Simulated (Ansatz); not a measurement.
ZnHg4Te5:
```yaml
crystal:
  lattice:
    - [2.29016, 1.32222, 18.75142]
    - [-2.29016, 1.32222, 18.75142]
    - [0.00000, -2.64445, 18.75142]
  atoms:
    - { symbol: Zn, position: [0.59978, 0.59978, 0.59978] }
    - { symbol: Hg, position: [0.99800, 0.99800, 0.99800] }
    - { symbol: Hg, position: [0.39947, 0.39947, 0.39947] }
    - { symbol: Hg, position: [0.80102, 0.80102, 0.80102] }
    - { symbol: Hg, position: [0.20270, 0.20270, 0.20270] }
    - { symbol: Te, position: [0.04825, 0.04825, 0.04825] }
    - { symbol: Te, position: [0.44978, 0.44978, 0.44978] }
    - { symbol: Te, position: [0.85134, 0.85134, 0.85134] }
    - { symbol: Te, position: [0.25320, 0.25320, 0.25320] }
    - { symbol: Te, position: [0.64686, 0.64686, 0.64686] }
```

Relaxed with r²SCAN. Special points in fractions of this cell's reciprocal vectors: Γ (0.000, 0.000, 0.000); T (0.500, 0.500, 0.500); H2 (0.830, 0.170, 0.500); H0 (0.500, -0.170, 0.170); L (0.500, 0.000, 0.000); S0 (0.335, -0.335, 0.000); S2 (0.665, 0.000, 0.335); F (0.500, 0.000, 0.500).

### Question
List the band energies nearest the Fermi level at these points for the program Ansatz at the r²SCAN level (PAW).

### Answer
In eV from the Fermi level; about four levels below and three above (degenerate sets whole), none deeper than 8.9 eV; points with the same levels are listed once.

| k | below | above |
|---|---|---|
| Γ | -0.25 -0.18 -0.03 -0.03 | 1.06 1.21 1.22 |
| T | -0.23 -0.23 -0.08 -0.08 | 0.61 0.85 1.16 |
| H2 | -1.82 -1.79 -1.69 -1.62 | 2.41 2.50 2.67 |
| L | -1.54 -1.40 -1.06 -0.96 | 0.99 2.14 2.24 |
| S0 | -1.89 -1.75 -1.71 -1.62 | 2.41 2.51 2.66 |
| F | -1.58 -1.52 -1.17 -1.05 | 1.46 1.61 2.10 |

Space group R3m. The workflow started from a Materials Project entry (that database holds measured and hypothetical structures alike); the Crystallography Open Database copy checked does not list it. Its standing as an ambient phase is unchecked. Symmetry was held in the r²SCAN relaxation; its stability against distortions is not shown here. The Fermi level of a semimetal is unsure by some 0.05 eV on such meshes. Spin–orbit coupling is left out wherever it is not named.

Potentials: the later of the program's two PAW sets.
